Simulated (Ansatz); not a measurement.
This log comes from Ansatz, run on Be3CdS4, ordered on the zincblende lattice (I-42m) with 8 atoms a cell. The cell was relaxed beforehand with r2SCAN.

The cell given to it:
```
CELL_PARAMETERS angstrom
-2.57626 2.57626 5.04510
2.57626 -2.57626 5.04510
2.57626 2.57626 -5.04510
ATOMIC_POSITIONS crystal
Be 0.75000 0.25000 0.50000
S 0.14287 0.58194 0.00000
Be 0.50000 0.50000 0.00000
S 0.85713 0.85713 0.43907
Be 0.25000 0.75000 0.50000
S 0.58194 0.14287 0.00000
Cd 0.00000 0.00000 0.00000
S 0.41806 0.41806 0.56093
```

The output, standing remarks left out:
```
Pseudopotential: Be, paw, valence charge 2, recommended cutoff 500 eV
Pseudopotential: S, paw, valence charge 6, recommended cutoff 500 eV
Pseudopotential: Cd, paw, valence charge 20, recommended cutoff 500 eV
Crystal: 8 atoms, lattice volume = 133.940 Å³
Basis set: ecut = 500 eV, 3427 PW (Γ)
Bands: 33, of which v1, the nominal top of the filled ones, is band 25 counted from 1 (24 counted from 0)
Symmetry: 8 space group operations
k-points: 112 of 216 (irreducible under 1 space group operation, time reversal used)
Free energy (F): -12179.846219 eV
Fermi energy:    5.911647 eV
--- Per-component energies (eV) ---
  E_band       = -540.461853
  E_kinetic    = 993.863535
  E_local      = -4895.735567
  E_nonlocal   = 158.934536
  E_hartree    = 2220.845640
  E_xc         = -593.367773
  E_vxc        = -692.412492
  E_paw        = -6726.283938
  E_vpaw       = -584.490546
  E_vtau       = 37.687294
  E_ewald      = -3337.062744
  E_core_change = -1.039919
--- Band table (eV; the first three rows and the last of 112) ---
  k-point 0: bands = […, 2.7459, 3.5211, 3.5211, 5.5545, 5.9116, 5.9116, 9.5215, 9.9983, 10.8052, 12.1508, …]
  k-point 1: bands = […, 3.1822, 3.7024, 3.9880, 4.8254, 5.2658, 5.8402, 9.9581, 10.7517, 11.5040, 12.2476, …]
  k-point 2: bands = […, 3.7945, 4.0571, 4.5218, 4.6331, 4.6905, 5.6106, 10.7376, 11.1598, 11.7718, 12.1319, …]
  k-point 111: bands = […, 3.3038, 3.6649, 3.6649, 4.2588, 5.1642, 5.1642, 9.7184, 9.7184, 9.9791, 10.7506, …]
--- Dielectric response (ions clamped): 3 representative field directions + reference, inside a basis on a mesh of 216 k-points ---
  ε∞ (high-frequency dielectric tensor):
        5.230482     0.000000     0.000000
        0.000000     5.230482     0.000000
        0.000000     0.000000     5.067989
  Born effective charges Z* (e; rows j = field, columns β = displacement):
    site 0:
         1.93144    0.13934    0.00000
        -0.13934    1.93144    0.00000
         0.00000    0.00000    1.60903
    site 1:
        -1.85775   -0.12886    0.10542
        -0.12886   -1.85775   -0.10542
         0.12386   -0.12386   -1.82693
    site 2:
         1.57659    0.00000    0.00000
         0.00000    1.57659    0.00000
         0.00000    0.00000    2.07202
    site 3:
        -1.85775    0.12886   -0.10542
         0.12886   -1.85775   -0.10542
        -0.12386   -0.12386   -1.82693
    site 4:
         1.93144   -0.13934    0.00000
         0.13934    1.93144    0.00000
         0.00000    0.00000    1.60903
    site 5:
        -1.85775   -0.12886   -0.10542
        -0.12886   -1.85775    0.10542
        -0.12386    0.12386   -1.82693
    site 6:
         1.99151    0.00000    0.00000
         0.00000    1.99151    0.00000
         0.00000    0.00000    2.01764
    site 7:
        -1.85775    0.12886    0.10542
         0.12886   -1.85775    0.10542
         0.12386    0.12386   -1.82693
  ε∞ is read to err by 1.8e-2, Z* by 2.3e-2 e
```

Question: Which of these blocks stood in the input: relax, gw, phonons, dielectric, magnetization (spin_orbit)?

Answer: dielectric. A response with clamped ions alone is the dielectric block.

Question: Which k mesh was typed?

Answer: 6×6×6, Γ-centred.

Question: How were the bands filled?

Answer: Fixed occupations.

Question: Which functional?

Answer: r2SCAN. The term E_vtau belongs to a meta-GGA, which reads the kinetic-energy density. Close relatives of this functional can't be ruled out from these lines alone.

Question: What wall time did it need on 1 × NVIDIA H100 80GB HBM3 with 2 threads of AMD EPYC 7R13 Processor (Zen 3), on a shared host, load about 4.0 per core, and what peak of host memory did it reach?

Answer: About 71 s, with a peak of 4.4 GiB.

The cell comes from a prototype generator: it can be a known phase or a hypothetical one. Spin polarisation is off.

The runs are scalar-relativistic, without spin-orbit coupling.

For a response run the program warns that the ground state's bands aren't all converged, so ε∞ carries an extra error.
